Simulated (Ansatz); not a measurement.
The relaxed structure here is a generated cell of SnS2: the first start was made by placing the elements on the sites of a structure type, and the end was not matched to a known phase here, so it may be hypothetical. Known forms of SnS2 include space group No. 164.

A relaxed structure of SnS2. Space group Cccm (No. 66). Level of theory: PBEsol (plane waves to 420 eV, PAW, scalar-relativistic; Ansatz, a quantum-chemistry and plane-wave program).

```cif
data_S8Sn4
_chemical_formula_sum 'Sn4 S8'
_space_group_name_H-M_alt 'Cccm'
_space_group_IT_number 66
_space_group_name_Hall '-C 2 2c'
_cell_length_a 4.78739
_cell_length_b 7.53542
_cell_length_c 7.77151
_cell_angle_alpha 90.000
_cell_angle_beta 90.000
_cell_angle_gamma 90.000
loop_
_atom_site_label
_atom_site_type_symbol
_atom_site_symmetry_multiplicity
_atom_site_Wyckoff_symbol
_atom_site_fract_x
_atom_site_fract_y
_atom_site_fract_z
_atom_site_occupancy
Sn1 Sn 4 a 0.00000 0.00000 0.25000 1
S1 S 8 l 0.03540 0.72349 0.00000 1
```
(The calculation used a cell of 6 atoms; values per cell refer to that cell.)

Task: What band gap does PBEsol give?

Result: 0.02 eV, indirect (valence top at Y, conduction bottom at S) (no spin-orbit coupling).

Task: What is the computed smallest direct gap (PBEsol)?

Result: 0.11 eV at k = (0.0833, -0.0833, 0).

The relaxed cell holds bonded S–S pairs (2.09 Å). No spin polarisation in the result.

The run could not lose the symmetry of its start, so the end can be a saddle point.

It was reached from a disturbed copy of a Cmmm (No. 65) cell, against which it lies -0.03 eV/atom.
